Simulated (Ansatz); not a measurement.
Here is the system:

Starting cell, P (space group Cmce):

```
P
1.0
    1.65499    -5.08255     0.00000
    1.65499     5.08255     0.00000
    0.00000     0.00000     4.12372
P
4
Direct
  0.89349   0.10651   0.42917
  0.10651   0.89349   0.57083
  0.60651   0.39349   0.92917
  0.39349   0.60651   0.07083
```

A phonon eigenvector at Γ is frozen into this cell: atom i moves by Q times the vector below, so Q is the largest atomic displacement, in Å. The cell is held.

| atom | x | y | z |
|---|---|---|---|
| P1 | 0.000 | -0.059 | 0.998 |
| P2 | 0.000 | 0.059 | -0.998 |
| P3 | 0.000 | -0.059 | -0.998 |
| P4 | 0.000 | 0.059 | 0.998 |

Method: LDA (plane waves to 420 eV, PAW, scalar-relativistic; Ansatz, a first-principles code). k mesh 15×15×11 (Γ-centred), Fermi-Dirac smearing 0.05 eV. E stands for the smeared free energy. With partly filled bands, energies and forces of such displacements shift with the k mesh and the smearing. P was relaxed with its symmetry unable to fall. The relaxed volume of P is well below the measured one. The zero of ΔE is the undisplaced structure.

The scan covers Q from -0.100 to 0.100 Å in 13 points.

Problem. Which space group does the distorted structure have?

Solution. C2/m (No. 12), lowered from Cmce.

Problem. Is the energy the same for equal positive and negative displacements?

Solution. Even: the same for both signs.

Problem. What is the energy change at Q = 0.100 Å?

Solution. 103 meV/cell.

Problem. What harmonic wavenumber does the curvature at Q = 0 give?

Solution. 214 cm⁻¹.

(A displaced cell: forces are minus the slopes of the energy, force constants its curvatures, and phonons follow from these.)
